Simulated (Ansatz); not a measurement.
**WS2: the gap under strain**

WS2, P6_3/mmc, a = 3.115 Å, c = 11.777 Å. Ansatz: PBEsol+D3(BJ), PAW, 420 eV, Γ-centred 12×12×4 mesh on 6 atoms, Gaussian smearing 0.02 eV; no spin polarisation. Series: strain along c alone, the other axes held, atoms relaxed; x is the strain in per cent. The gap is sought over the whole zone.

| x (%) | gap y (eV) |
| --- | --- |
| -3.0 | 0.456 |
| -2.0 | 0.519 |
| -1.0 | ? |
| 0.0 | 0.646 |
| 1.0 | 0.709 |
| 2.0 | 0.772 |
| 3.0 | 0.833 |

Problem. Fit y = E0 + c1 x + c2 x² to the other rows, give the deformation potential for this strain, and predict the missing gap.

Solution. Least squares on the rows shown. y = 0.6461 + 0.06296 x − 0.0001786 x². The deformation potential is 100 c1 = 6.30 eV per unit strain. At x = -1.0 the fit asked for gives 0.583 eV. The run gave 0.583 eV, the same to the digits shown.

Spin-orbit coupling is left out, which matters for the bands of heavy elements. Semilocal functionals give gaps under the measured ones; changes of the gap mostly carry over better.

Cost: 7 runs of about 5.1 core-minutes in all, on Arm Neoverse V1 (shared hosts).